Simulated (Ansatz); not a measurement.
Cl:
Space group Cmce (No. 64); a = 6.5973 Å, b = 4.0699 Å, c = 8.0946 Å, α = β = γ = 90.00°

| atom | site | symmetry | x | y | z |
|---|---|---|---|---|---|
| Cl | 8f | m.. | 0.0000 | 0.3757 | 0.3911 |
(The calculation used a cell of 4 atoms; values per cell refer to that cell.)

Relaxed with PBE+D3(BJ).

Which orbitals make up the states near the band edges in DFT-PBE+D3(BJ) in the program Ansatz with PAW potentials?

Top 1 eV of the valence band: Cl 3p 99 %. Bottom 1 eV of the conduction band: Cl 3p 92 %. Projections are on Löwdin-orthogonalised atomic valence shells; empty p or d shells of many metals are not among them.

Tabulate the density of states.

States/eV per cell of 4 atoms, in 0.25 eV bins, energy from the valence-band maximum.

| E (eV) | total | Cl 3p | Cl 3s |
|---|---|---|---|
| -7.85 | 0.00 | 0.00 | 0.00 |
| -7.60 | 0.00 | 0.00 | 0.00 |
| -7.35 | 0.00 | 0.00 | 0.00 |
| -7.10 | 0.00 | 0.00 | 0.00 |
| -6.85 | 0.00 | 0.00 | 0.00 |
| -6.60 | 0.00 | 0.00 | 0.00 |
| -6.35 | 0.00 | 0.00 | 0.00 |
| -6.10 | 0.00 | 0.00 | 0.00 |
| -5.85 | 0.00 | 0.00 | 0.00 |
| -5.60 | 2.23 | 2.06 | 0.14 |
| -5.35 | 5.37 | 4.91 | 0.39 |
| -5.10 | 3.50 | 3.16 | 0.30 |
| -4.85 | 2.78 | 2.46 | 0.27 |
| -4.60 | 1.70 | 1.48 | 0.18 |
| -4.35 | 0.43 | 0.37 | 0.05 |
| -4.10 | 0.01 | 0.01 | 0.00 |
| -3.85 | 0.65 | 0.64 | 0.00 |
| -3.60 | 3.60 | 3.54 | 0.03 |
| -3.35 | 6.06 | 5.93 | 0.08 |
| -3.10 | 4.22 | 4.14 | 0.04 |
| -2.85 | 5.94 | 5.85 | 0.04 |
| -2.60 | 8.66 | 8.54 | 0.04 |
| -2.35 | 2.86 | 2.82 | 0.01 |
| -2.10 | 0.01 | 0.01 | 0.00 |
| -1.85 | 0.00 | 0.00 | 0.00 |
| -1.60 | 0.00 | 0.00 | 0.00 |
| -1.35 | 0.25 | 0.25 | 0.00 |
| -1.10 | 2.18 | 2.16 | 0.01 |
| -0.85 | 6.46 | 6.37 | 0.05 |
| -0.60 | 7.06 | 6.97 | 0.05 |
| -0.35 | 10.77 | 10.67 | 0.04 |
| -0.10 | 5.28 | 5.26 | 0.01 |
| 0.15 | 0.00 | 0.00 | 0.00 |
| 0.40 | 0.00 | 0.00 | 0.00 |
| 0.65 | 0.00 | 0.00 | 0.00 |
| 0.90 | 0.00 | 0.00 | 0.00 |
| 1.15 | 0.00 | 0.00 | 0.00 |
| 1.40 | 0.00 | 0.00 | 0.00 |
| 1.65 | 0.00 | 0.00 | 0.00 |
| 1.90 | 0.00 | 0.00 | 0.00 |
| 2.15 | 0.42 | 0.38 | 0.03 |
| 2.40 | 3.63 | 3.30 | 0.23 |
| 2.65 | 6.62 | 6.09 | 0.32 |
| 2.90 | 5.32 | 4.94 | 0.20 |
| 3.15 | 0.01 | 0.01 | 0.00 |
| 3.40 | 0.00 | 0.00 | 0.00 |
| 3.65 | 0.00 | 0.00 | 0.00 |
| 3.90 | 0.00 | 0.00 | 0.00 |
| 4.15 | 0.00 | 0.00 | 0.00 |
| 4.40 | 0.00 | 0.00 | 0.00 |
| 4.65 | 0.00 | 0.00 | 0.00 |
| 4.90 | 0.00 | 0.00 | 0.00 |
| 5.15 | 0.00 | 0.00 | 0.00 |
| 5.40 | 0.00 | 0.00 | 0.00 |
| 5.65 | 0.00 | 0.00 | 0.00 |
| 5.90 | 0.00 | 0.00 | 0.00 |
| 6.15 | 0.00 | 0.00 | 0.00 |
| 6.40 | 0.00 | 0.00 | 0.00 |
| 6.65 | 0.00 | 0.00 | 0.00 |
| 6.90 | 0.06 | 0.00 | 0.00 |

The PBE+D3(BJ) relaxation kept the symmetry of its start. The substance is a gas or liquid at ambient conditions; this is its low-temperature solid.

Potentials: the later of the program's two PAW sets.
